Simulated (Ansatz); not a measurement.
YN (CsCl type, Pm-3m) under volume change, PBEsol in the plane-wave PAW code Ansatz, scaled uniformly.

```csv
V (Å³/atom),E − E(relaxed) (meV/atom),P (GPa)
11.778,62.2,18.57
12.167,26.1,11.38
12.555,6.2,5.25
12.943,0.0,0.00
13.331,5.6,-4.48
13.720,21.2,-8.32
14.108,45.4,-11.59
```

What does a third-order Birch–Murnaghan fit give for V₀, B₀ and B′?

V₀ = 12.94 Å³/atom, B₀ = 161 GPa, B′ = 4.2.

The start of the workflow was typed in or built on a structure type; neither database checked (COD, Materials Project) lists it. COD files the formula under space group No. 225, so this cell is another polymorph or a model. Whether it is the stable phase at ambient conditions was not checked. The PBEsol relaxation kept the symmetry of its start; its stability against distortions is not shown here. No spin polarisation was allowed.

Potentials: the earlier of the program's two PAW sets.
